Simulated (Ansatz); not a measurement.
Trial structure of La5O, not yet relaxed:

```cif
data_structure
_symmetry_space_group_name_H-M 'P 1'
_symmetry_Int_Tables_number 1
_cell_length_a 6.4414
_cell_length_b 6.4414
_cell_length_c 6.4414
_cell_angle_alpha 122.699
_cell_angle_beta 122.699
_cell_angle_gamma 85.386
_cell_volume 180.63
loop_
_atom_site_label
_atom_site_type_symbol
_atom_site_fract_x
_atom_site_fract_y
_atom_site_fract_z
_atom_site_occupancy
La1 La 0.75000 0.25000 0.50000 1
La2 La 0.25000 0.75000 0.50000 1
La3 La 0.29490 0.29490 0.00000 1
La4 La 0.70510 0.70510 0.00000 1
La5 La 0.00000 0.00000 0.00000 1
O1 O 0.50000 0.50000 0.00000 1
```

Method: DFT PBE, scalar-relativistic, plane waves, PAW in Ansatz. Plane waves to 420 eV, a k mesh through Γ of 4×4×4 on the computed 6-atom cell and Gaussian smearing (0.10 eV); no spin polarisation.

The zero of energy is the elements' standard structures at the same level (O₂ as a molecule); no fitted shifts are applied.

Question: How far from equilibrium is it?

Answer: The pressure is 10.6 GPa (the mean over three directions, positive in compression), the largest force is 0.89 eV/Å, and the energy is +0.10 eV/atom against the elements. The shortest distance is 1.94 Å.

Question: How much does it gain on relaxing, and where does it end?

Answer: Relaxing gains about 0.26 eV/atom (the start's value is from the coarse mesh, so the gain is rough) in 13 ionic steps and ends at −0.16 eV/atom on the finer mesh. The symmetry stays I4/mmm (No. 139). The volume per atom grows by 32.5 %, from 30.1 to 39.9 Å³. The shortest distance goes from 1.94 Å (La–O) to 2.06 Å (La–O). The ratio c/a of the conventional cell changes by a factor of 1.10. Conventional cell: a = 6.568 Å, c = 11.092 Å. La on a site of symmetry -4m2 has 4 La at 3.36 Å, 4 La at 4.30 Å and 4 O at 4.30 Å; La on a site of symmetry 4mm has 1 O at 2.06 Å, 5 La at 3.36–3.48 Å and 1 La at 4.13 Å; O is surrounded by 2 La at 2.06 Å; 1 more site not described.

The last run used an 8×8×8 mesh for its 6-atom cell and Gaussian smearing of 0.10 eV. The cell is a metal run without spin; a magnetic state may lie lower. The relaxation can't lower the symmetry of the start. A structure relaxed within its symmetry needn't be a true minimum. Another cell of La5O relaxed alike, in P-62m, lies 240 meV/atom lower, so this cell isn't the stable form at this level.
